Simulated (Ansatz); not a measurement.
Ansatz input

```yaml
crystal:
  lattice:
    - [0.0, 3.6873690042, 3.6873690042]
    - [3.6873690042, 0.0, 3.6873690042]
    - [3.6873690042, 3.6873690042, 0.0]
  atoms:
    - { symbol: Te, position: [0.125, 0.125, 0.125] }
    - { symbol: Te, position: [0.875, 0.875, 0.875] }
hamiltonian:
  xc: blyp
  pseudopotentials:
    kind: paw
    azcp:
      Te: "pseudopotentials/Te.paw.azcp"
basis:
  ecutwfc: 420
  fft_grid_basis: typed
kpoints:
  mp_grid: { grid: [12, 12, 12], shift: [0, 0, 0] }
magnetization:
  spin_polarized: false
scf:
  occupations: { method: fermi_dirac, width: 0.1 }
```

Terminal output

```
Engine: ansatz 0.2.0, x86_64-unknown-linux-gnu
Pseudopotentials: kind: paw
Pseudopotential: Te, paw, valence charge 16, recommended cutoff 420 eV (normal) 
Functional definition: BLYP
  parameter beta = 0.0042
  parameter a = 0.04918
  parameter b = 0.132
  parameter c = 0.2533
  parameter d = 0.349
  exchange = b88_x(beta = beta)
  correlation = lyp_c(a = a, b = b, c = c, d = d)
Crystal: 2 atoms, lattice volume = 100.272 Å³
Basis set: ecut = 420 eV, 1917 PW (Γ), exchange–correlation on 72×72×72 points (8 copies of the dense FFT grid, shifted against one another)
Bands: 20, of which v1, the nominal top of the filled ones, is band 16 counted from 1 (15 counted from 0)
Symmetry: 48 space group operations
Space group: Fd-3m (ITA 227), of the structure as read, at distance tolerance 4.6e-5 Å
k-points: 72 of 1728
Non-local potential: Te, projectors of the file, l = 0: 2, l = 1: 2, l = 2: 2, l = 3: 2
PAW form: soft (Blöchl's): semilocal exchange-correlation on the pseudo side does not see the compensation charge
PAW frozen core: Te, regenerated for the run's functional, and the local potential with it (the file was generated under x = pbe(κ = 0.804, μ = 0.2195149727645171), c = pbe(β = 0.06672455060314922))
PAW one-centre angular grid: Te, 590 points (default); XC on 64 Gauss nodes
Initial density: superposition of atomic densities (neutral atoms: chi_scale 0, normalization atom), corrected by the library's trained network
Initial wavefunctions: pseudopotential atomic-orbital guess
Functional: x = b88, c = lyp
SCF iter   1: F=—  HF=-13993.792082 eV  |F-HF|=—  |Δ(HF+E_count)|=         —  Δρ=3.49e-3  dr2=1.05e-2  ethr=1.77e-3  ⟨swp⟩=6.7  Hψ=7260  notcnv=0
SCF iter   2: F=—  HF=-13993.787880 eV  |F-HF|=—  |Δ(HF+E_count)|=   4.20e-3  Δρ=7.69e-4  dr2=4.98e-4  ethr=3.27e-5  ⟨swp⟩=2.6  Hψ=3000  notcnv=0
SCF iter   3: F=—  HF=-13993.788011 eV  |F-HF|=—  |Δ(HF+E_count)|=   1.32e-4  Δρ=2.68e-4  dr2=7.74e-5  ethr=1.56e-6  ⟨swp⟩=2.0  Hψ=2601  notcnv=0
SCF iter   4: F=—  HF=-13993.787959 eV  |F-HF|=—  |Δ(HF+E_count)|=   5.19e-5  Δρ=6.58e-5  dr2=2.89e-6  ethr=2.42e-7  ⟨swp⟩=2.0  Hψ=2620  notcnv=0
iter 5 did not close the SCF: its close was put off for the readings that it lacked (scf_convergence_deferred on its scf_iter line)
SCF iter   5: F=-13993.787961 eV  HF=-13993.787961 eV  |F-HF|=2.37e-9  |Δ(HF+E_count)|=   1.65e-6  Δρ=4.88e-6  dr2=3.36e-8  ethr=9.04e-9  ⟨swp⟩=2.0  Hψ=1919  notcnv=0
SCF iter   6: F=-13993.787961 eV  HF=-13993.787961 eV  |F-HF|=1.04e-10  |Δ(HF+E_count)|=   1.88e-9  Δρ=1.00e-6  dr2=7.15e-10  ethr=1.05e-10  ⟨swp⟩=1.1  Hψ=3667  notcnv=0
SCF 1 converged in 6 iterations: F = -13993.787961 eV  dr2 = 7.15e-10
SCF converged after 6 iterations
Free energy (F): -13993.787961 eV
Harris-Foulkes:  -13993.787961 eV  (|F-HF|=1.04e-10)
Internal energy: -13993.719556 eV  (E = F + TS)
E sigma→0 (E₀):  -13993.753759 eV
Entropy (-TS):   -0.068405 eV (-34.202 meV/atom)
Fermi energy:    4.784148 eV
--- Per-component energies (eV) ---
  E_band       = -652.028026
  E_kinetic    = 359.453949
  E_local      = -3428.695165  (includes V_loc(G=0)·N_el)
  E_nonlocal   = -625.246611
  E_hartree    = 1997.878411
  E_xc         = -243.123062
  E_vxc        = -200.139550  (∫ρ·V_xc dr)
  E_paw        = -9361.306538  (= ΣΔE_a)
  E_vpaw       = -753.157745  (= ΣTr[D̂ρ^β])
  E_aug_tail   = -0.000416  (compensation charges beyond the density's cutoff)
  E_ewald      = -2692.624931
  E_core_change = -0.055193  (= ΣΔE_core)
  E_smearing   = -0.068405  (= −TS)
  E_closure    = 0.000000  (closes the sum)
  Σ components = -13993.787961   (vs F -13993.787961, Δ=0.00e0)
```

Command:

```sh
ansatz run input.yaml --threads 2 --pin off --max-ram 5120MiB --backend cpu --events-out ev --progress --plain --runs-dir out
```

On 2 threads of Intel(R) Xeon(R) Platinum 8488C (Sapphire Rapids) (shared host) this took about 2 s of wall time and 3.7 s of CPU time.
